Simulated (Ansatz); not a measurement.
MoS2 (2H-MoS2 type, space group P6_3/mmc)

```yaml
crystal:
  lattice:
    - [3.14937, 0.00000, 0.00000]
    - [-1.57469, 2.72744, 0.00000]
    - [0.00000, 0.00000, 12.09029]
  atoms:
    - { symbol: Mo, position: [0.33333, 0.66667, 0.25000] }
    - { symbol: Mo, position: [0.66667, 0.33333, 0.75000] }
    - { symbol: S, position: [0.33333, 0.66667, 0.62049] }
    - { symbol: S, position: [0.66667, 0.33333, 0.12049] }
    - { symbol: S, position: [0.66667, 0.33333, 0.37951] }
    - { symbol: S, position: [0.33333, 0.66667, 0.87951] }
```

This relaxed cell (volume V₀) is scaled evenly in all directions, its shape held. The atoms relax within the cell's symmetry.

Level of theory: PBE-D3(BJ) (plane waves to 420 eV, PAW, scalar-relativistic; Ansatz, a program for electronic structure). k mesh 12×12×3 (Γ-centred), Fermi-Dirac smearing 0.05 eV. Energies are smeared free energies. Stress and pressure are positive under compression. MoS2 is run without spin polarisation. MoS2 was relaxed with its symmetry unable to fall. The zero of ΔE is the relaxed starting cell.

Question: Estimate the ΔE (kJ/mol of atoms) and P (GPa) for V/V₀ = 0.940, 0.970, 1.030, 1.045, 1.060.

Answer: 
```tsv
V/V₀	ΔE (kJ/mol of atoms)	P (GPa)
0.940	1.57	5.31
0.970	0.37	2.44
1.030	0.34	-2.08
1.045	0.74	-3.00
1.060	1.28	-3.89
```

(A scan under strain: stresses follow from slopes of the energy per volume, elastic moduli from its curvatures.)
